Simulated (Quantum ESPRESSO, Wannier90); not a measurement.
# Wannier functions of Ga$_{2}$AsP (R3m)

```
begin unit_cell_cart
ang
   -1.9651101380    3.4036706015    0.0000000000
   -3.9302202761    0.0000000000    0.0000000000
   -1.9651101380    1.1345568672    6.4172630000
end unit_cell_cart
begin atoms_frac
Ga  -0.0024430000 -0.0024430000  0.0073290000
Ga  -0.4975070000 -0.4975070000  0.4925210000
P   -0.3749770000 -0.3749770000  0.1249310000
As   0.1249300000  0.1249300000 -0.3747900000
end atoms_frac
```

Structure: Materials Project mp-1224789, symmetrised, not relaxed again. Not found in the COD (Crystallography Open Database) copy used; not checked further. Level: PBEsol, spinors with spin-orbit coupling; pw.x of Quantum ESPRESSO at 68 Ry with PseudoDojo potentials, 4×4×4 k-points, Wannier90. Density: 10×10×10 mesh, cold smearing 0.01 Ry.

A tight-binding model is made by disentanglement and projection with no localisation steps (num_iter = 0), so the 32 orbitals stay atom-like: hydrogen-like Ga: s;p; P: s;p; As: s;p, axes along x, y, z; frozen window up to 2.33 eV relative to the valence-band maximum. It follows pw.x to 47 meV rms for states up to 1.8 eV relative to the valence-band maximum. Matrix elements depend on this choice of orbitals and windows.

The 30 largest hoppings ⟨m,0|H|n,R⟩ between different sites (one of each Hermitian pair; signs follow the real orbitals' lobes; the list may end inside a set of equal values):

| m | n | R | distance of the centres (Å) | t (eV) | Im t (eV) |
|---|---|---|---|---|---|
| As4 pz↑ | Ga1 pz↑ | 0 0 0 | 2.88 | 2.764 | 0.000 |
| As4 pz↓ | Ga1 pz↓ | 0 0 0 | 2.88 | 2.764 | 0.000 |
| P3 pz↑ | Ga2 pz↑ | 0 0 0 | 2.79 | 2.759 | 0.000 |
| P3 pz↓ | Ga2 pz↓ | 0 0 0 | 2.79 | 2.759 | 0.000 |
| P3 s↑ | Ga2 pz↑ | 0 0 0 | 2.56 | 2.519 | 0.000 |
| P3 s↓ | Ga2 pz↓ | 0 0 0 | 2.56 | 2.519 | 0.000 |
| P3 pz↑ | Ga2 s↑ | 0 0 0 | 2.58 | -2.422 | 0.000 |
| P3 pz↓ | Ga2 s↓ | 0 0 0 | 2.58 | -2.422 | 0.000 |
| As4 s↑ | Ga1 pz↑ | 0 0 0 | 2.67 | 2.345 | 0.000 |
| As4 s↓ | Ga1 pz↓ | 0 0 0 | 2.67 | 2.345 | 0.000 |
| As4 pz↑ | Ga1 s↑ | 0 0 0 | 2.68 | -2.344 | 0.000 |
| As4 pz↓ | Ga1 s↓ | 0 0 0 | 2.68 | -2.344 | 0.000 |
| As4 py↑ | Ga2 py↑ | 0 1 -1 | 2.82 | 2.333 | 0.000 |
| As4 py↓ | Ga2 py↓ | 0 1 -1 | 2.82 | 2.333 | 0.000 |
| Ga1 py↑ | P3 py↑ | 1 0 0 | 2.76 | 2.304 | 0.000 |
| Ga1 py↓ | P3 py↓ | 1 0 0 | 2.76 | 2.304 | 0.000 |
| Ga1 py↑ | P3 s↑ | 1 0 0 | 2.58 | -2.292 | 0.000 |
| Ga1 py↓ | P3 s↓ | 1 0 0 | 2.58 | -2.292 | 0.000 |
| As4 py↑ | Ga2 s↑ | 0 1 -1 | 2.60 | 2.278 | 0.000 |
| As4 py↓ | Ga2 s↓ | 0 1 -1 | 2.60 | 2.278 | 0.000 |
| As4 s↑ | Ga2 py↑ | 0 1 -1 | 2.65 | -2.266 | 0.000 |
| As4 s↓ | Ga2 py↓ | 0 1 -1 | 2.65 | -2.266 | 0.000 |
| Ga1 s↑ | P3 py↑ | 1 0 0 | 2.57 | 2.232 | 0.000 |
| Ga1 s↓ | P3 py↓ | 1 0 0 | 2.57 | 2.232 | 0.000 |
| Ga1 px↑ | P3 s↑ | 0 1 0 | 2.50 | 1.985 | -0.001 |
| Ga1 px↓ | P3 s↓ | 0 1 0 | 2.50 | 1.985 | 0.001 |
| P3 s↑ | Ga1 px↑ | 0 0 0 | 2.50 | -1.985 | 0.001 |
| P3 s↓ | Ga1 px↓ | 0 0 0 | 2.50 | -1.985 | -0.001 |
| As4 px↑ | Ga2 s↑ | 1 1 -1 | 2.53 | 1.973 | 0.003 |
| As4 px↓ | Ga2 s↓ | 1 1 -1 | 2.53 | 1.973 | -0.003 |
